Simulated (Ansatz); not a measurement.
# SiW3: from a starting cell to a relaxed one

The start is a relaxed SiW3 cell shaken by Gaussian noise of σ = 0.08 Å a coordinate. Cell shape, volume and atoms are optimised at zero target pressure with r2SCAN (plane waves to 500 eV, PAW, scalar-relativistic; Ansatz, a program for electronic structure). First-step values are on the input's coarse k-mesh.

Ansatz input (later rounds restart from its end on a renewed k-mesh):
Ansatz 0.2 input:
```yaml
crystal:
  lattice:
    - [5.8023189245, 0, 0]
    - [-2.9011594622, 5.0249555895, 0]
    - [0, 0, 4.7237873166]
  atoms:
    - { symbol: W, position: [0.238197048, -0.0416481092, -0.0062615615] }
    - { symbol: W, position: [0.2819663338, 0.2753069732, 0.5082693548] }
    - { symbol: W, position: [-0.0190117162, 0.2486008861, 0.0292827057] }
    - { symbol: W, position: [0.7644259734, 0.0286127002, 0.4778536716] }
    - { symbol: W, position: [0.738639118, 0.7273540451, -0.0117677833] }
    - { symbol: W, position: [-0.0150444499, 0.7072984768, 0.5254698056] }
    - { symbol: Si, position: [0.3308654997, 0.652133104, 0.2582494799] }
    - { symbol: Si, position: [0.6489339199, 0.3217238565, 0.7772335499] }
basis: { ecutwfc: 500, ecutrho_ratio: 4, xc_grid: 4, fft_grid_basis: typed }
kpoints: { mp_grid: { grid: [5, 5, 5] } }
hamiltonian:
  xc: r2scan
  dispersion: none
  pseudopotentials: { kind: paw }
scf: { occupations: { method: fermi_dirac, width: 0.05 } }
relax: { f_tol: 0.01, max_steps: 100, cell: { stress_tol: 0.02 } }
output: { forces: true, stress: true }
```

Problem. How large is the pressure on the unrelaxed cell, and of which sign?

Solution. +4 GPa (positive: the cell is compressed).

Problem. Which atoms feel the largest initial force, and how large is it?

Solution. About 2.8 eV/Å, on W4 (atoms numbered as listed).

Problem. How much energy is released per atom?

Solution. 0.66 eV/atom.

Problem. How does the volume per atom move from start to end?

Solution. -12.6 %, from 17.22 to 15.05 Å³/atom.

Problem. Is the parent structure recovered?

Solution. It does not go back: it reaches P6₃/mmc (No. 194), AFLOW prototype A3B_hP8_194_h_c (D0_19, as in Ni3Sn), 0.56 eV/atom below the parent.

Problem. Is the relaxed structure metallic? Give its gap.

Solution. No gap (metallic).

Problem. Give the final cell and atomic positions.

Solution. 
```cif
data_Si2W6
_chemical_formula_sum 'W6 Si2'
_space_group_name_H-M_alt 'P63/mmc'
_space_group_IT_number 194
_space_group_name_Hall '-P 6c 2c'
_cell_length_a 5.47027
_cell_length_b 5.47027
_cell_length_c 4.64730
_cell_angle_alpha 90.000
_cell_angle_beta 90.000
_cell_angle_gamma 120.000
loop_
_atom_site_label
_atom_site_type_symbol
_atom_site_symmetry_multiplicity
_atom_site_Wyckoff_symbol
_atom_site_fract_x
_atom_site_fract_y
_atom_site_fract_z
_atom_site_occupancy
W1 W 6 h 0.33212 0.16606 0.25000 1
Si1 Si 2 c 0.33333 0.66667 0.25000 1
```

Final values are on a 10×10×10 k-mesh of the relaxed cell. No spin polarisation in the result.

The relaxed structure here is a generated cell of SiW3: the first start was made by placing the elements on the sites of a structure type, and the end was not matched to a known phase here, so it may be hypothetical.
